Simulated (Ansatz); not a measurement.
CdSiP₂:
```cif
data_Cd2P4Si2
_chemical_formula_sum 'Cd2 Si2 P4'
_space_group_name_H-M_alt 'P 1'
_space_group_IT_number 1
_cell_length_a 6.66149
_cell_length_b 6.66149
_cell_length_c 6.66149
_cell_angle_alpha 129.112
_cell_angle_beta 129.112
_cell_angle_gamma 74.830
loop_
_space_group_symop_operation_xyz
  'x, y, z'
loop_
_atom_site_label
_atom_site_type_symbol
_atom_site_fract_x
_atom_site_fract_y
_atom_site_fract_z
_atom_site_occupancy
Cd1 Cd 0.75000 0.25000 0.50000 1
Cd2 Cd 0.00000 0.00000 0.00000 1
Si1 Si 0.25000 0.75000 0.50000 1
Si2 Si 0.50000 0.50000 0.00000 1
P1 P 0.17056 0.12500 0.54556 1
P2 P 0.57944 0.62500 0.45444 1
P3 P 0.37500 0.82944 0.95444 1
P4 P 0.87500 0.42056 0.04556 1
```

This is the PBE-relaxed structure.

Q: All from plane-wave PAW PBE (Ansatz code), unless another level is named. Give the hole effective mass.

A: 0.14, 0.47, 0.47 mₑ (principal values).

Q: Next, the formation energy from the elements (no fitted shifts)?

A: -0.23 eV/atom.

Q: Next, the HSE06 gap on the PBE cell?

A: 2.06 eV.

Q: What about the gap with spin–orbit coupling?

A: 1.42 eV.

Space group I-42d (chalcopyrite). The cell was relaxed with PBE under the symmetry of its start. The references are the lowest solids computed at this level, not always the standard phases. Spin–orbit coupling is left out wherever it is not named.

Potentials: the later of the program's two PAW sets.
